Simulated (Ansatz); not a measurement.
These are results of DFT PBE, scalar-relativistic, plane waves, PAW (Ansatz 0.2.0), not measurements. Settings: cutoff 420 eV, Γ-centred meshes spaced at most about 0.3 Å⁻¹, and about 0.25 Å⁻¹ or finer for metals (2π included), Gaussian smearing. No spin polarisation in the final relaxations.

Temperature and zero-point effects are left out. All come from trial cells, and lower structures may exist.

Question: Order these relaxed structures of Si3As2 by energy, lowest first, with the energy over the lowest of them.
A.

```xyz
5
Lattice="1.8417 1.0633 7.5146 -1.8417 1.0633 7.5146 0.0000 -2.1266 7.5146" Properties=species:S:1:pos:R:3 pbc="T T T"
Si    0.0000    0.0000   18.1243
Si    0.0000    0.0000    0.0000
Si    0.0000    0.0000    4.4196
As    0.0000    0.0000   13.5221
As    0.0000    0.0000    9.0218
```

B.

```xyz
5
Lattice="3.6036 0.0000 0.0000 -1.8018 3.1208 0.0000 0.0000 0.0000 7.9225" Properties=species:S:1:pos:R:3 pbc="T T T"
Si    0.0000    2.0806    4.6576
Si    1.8018    1.0403    3.2648
Si    0.0000    0.0000    0.0000
As    0.0000    2.0806    1.5111
As    1.8018    1.0403    6.4114
```

C.

```xyz
5
Lattice="2.9995 0.0000 0.0000 0.0000 6.6914 0.0000 0.0000 0.0000 8.1020" Properties=species:S:1:pos:R:3 pbc="T T T"
Si    0.0000    1.4832    4.0510
Si    0.0000    5.2082    4.0510
Si    1.4998    3.3457    4.0510
As    0.0000    0.0000    5.9225
As    0.0000    0.0000    2.1796
```

D.

```xyz
5
Lattice="1.9251 1.1115 8.0533 -1.9251 1.1115 8.0533 0.0000 -2.2229 8.0533" Properties=species:S:1:pos:R:3 pbc="T T T"
Si    0.0000    0.0000   19.7241
Si    0.0000    0.0000    4.4357
Si    0.0000    0.0000    0.0000
As    0.0000    0.0000    6.7900
As    0.0000    0.0000   17.3699
```

Answer: D (0 meV/atom), A (128 meV/atom), B (185 meV/atom), C (355 meV/atom). Forms: D R-3m; A anti-tetradymite type, R-3m; B P-3m1; C Pmmm. Counting As atoms around Si (those within 1.25 times the shortest such distance or 1.15 times the sum of covalent radii; a plus sign parts nearer from farther groups; the shortest distance is added where it is long for a bond; a slash parts the counts of unlike sites): D has Si 1/6; A has Si 3/6; B has Si 3+1 from 2.7 Å/6; C has Si 2/8 from 4.1 Å. D holds Si–Si nets (shortest 2.37 Å); A holds Si–Si nets (shortest 2.51 Å); B holds Si–Si nets (shortest 2.50 Å); C holds Si–Si chains (shortest 2.39 Å). Even the lowest lies +0.10 eV/atom against the elements.

No dispersion correction is applied, so the spacing and binding between layers, chains or molecules are poorly described (Pmmm), and this can change margins and order among such cells. Cells relaxed within their symmetry can be saddle points. The R-3m cell of Si3As2 came from shaking the P-3m1 one. Some candidate types were left out of the draw beforehand, so a known form may be missing.
